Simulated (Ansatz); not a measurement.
TiN:
```
CELL_PARAMETERS angstrom
      0.00000     2.11618     2.11618
      2.11618     0.00000     2.11618
      2.11618     2.11618     0.00000
ATOMIC_POSITIONS crystal
  N  0.00000 0.00000 0.00000
  Ti 0.50000 0.50000 0.50000
```

Relaxed with r²SCAN. Special points in fractions of this cell's reciprocal vectors: Γ (0.000, 0.000, 0.000); X (0.500, 0.000, 0.500); U (0.625, 0.250, 0.625); K (0.375, 0.375, 0.750); L (0.500, 0.500, 0.500); W (0.500, 0.250, 0.750).

**Question.** List the band energies nearest the Fermi level at these points for the program Ansatz at the r²SCAN level (PAW).

**Answer.** In eV from the Fermi level; about four levels below and three above (degenerate sets whole), none deeper than 8.9 eV; … stands for higher levels left out; points with the same levels are listed once.

```json
[
 {"k": "Γ", "below": "-2.36 -2.36 -2.36 -0.62 -0.62 -0.62", "above": "…"},
 {"k": "X", "below": "-6.26 -3.60 -3.60 -3.11", "above": "1.72 2.45 2.45"},
 {"k": "U", "below": "-6.20 -6.13 -4.86 -0.47", "above": "2.04 2.39 3.75"},
 {"k": "L", "below": "-8.53 -5.91 -5.91", "above": "1.75 1.75 2.46"},
 {"k": "W", "below": "-5.86 -5.86 -5.79", "above": "0.96 0.96 2.46"}
]
```

Space group Fm-3m (rock salt). The cell was relaxed with r²SCAN under the symmetry of its start. The run is not spin-polarised. With an odd number of electrons in the cell and no spin polarisation, the count alone makes it a metal.

Potentials: the later of the program's two PAW sets.
